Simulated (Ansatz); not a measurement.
PdSb2 (space group Pa-3)

```yaml
crystal:
  lattice:
    - [6.46448, 0.00000, 0.00000]
    - [0.00000, 6.46448, 0.00000]
    - [0.00000, 0.00000, 6.46448]
  atoms:
    - { symbol: Sb, position: [0.37286, 0.37286, 0.37286] }
    - { symbol: Sb, position: [0.62714, 0.62714, 0.62714] }
    - { symbol: Sb, position: [0.12714, 0.62714, 0.87286] }
    - { symbol: Sb, position: [0.87286, 0.37286, 0.12714] }
    - { symbol: Sb, position: [0.87286, 0.12714, 0.62714] }
    - { symbol: Sb, position: [0.12714, 0.87286, 0.37286] }
    - { symbol: Sb, position: [0.62714, 0.87286, 0.12714] }
    - { symbol: Sb, position: [0.37286, 0.12714, 0.87286] }
    - { symbol: Pd, position: [0.00000, 0.00000, 0.00000] }
    - { symbol: Pd, position: [0.50000, 0.00000, 0.50000] }
    - { symbol: Pd, position: [0.50000, 0.50000, 0.00000] }
    - { symbol: Pd, position: [0.00000, 0.50000, 0.50000] }
```

This relaxed cell (volume V₀) is scaled evenly in all directions, its shape held. The atoms relax within the cell's symmetry.

All values below come from PBEsol (plane waves to 420 eV, PAW, scalar-relativistic; Ansatz, a program for electronic structure). k mesh 6×6×6 (Γ-centred), Fermi-Dirac smearing 0.05 eV. The energy includes the smearing's −TS. PdSb2 is run without spin polarisation. PdSb2 was relaxed with its symmetry unable to fall. Spin-orbit coupling is left out, though Sb is heavy. The zero of ΔE is the relaxed starting cell. The last digit holds for this mesh only.

```tsv
V (Å³/atom)	ΔE (meV/atom)
21.162	29.4
21.432	18.4
21.702	10.1
21.972	4.4
22.242	1.1
22.512	0.0
22.782	1.0
23.053	3.9
23.323	8.6
23.593	15.0
23.863	22.9
```

**Question.** What is the fitted pressure derivative B₀′?

**Answer.** 5.1.

**Question.** What bulk modulus B₀ follows from a third-order Birch-Murnaghan fit?

**Answer.** 102 GPa.

(Under strain, the slope of the energy per volume gives the stress and its curvature an elastic modulus.)
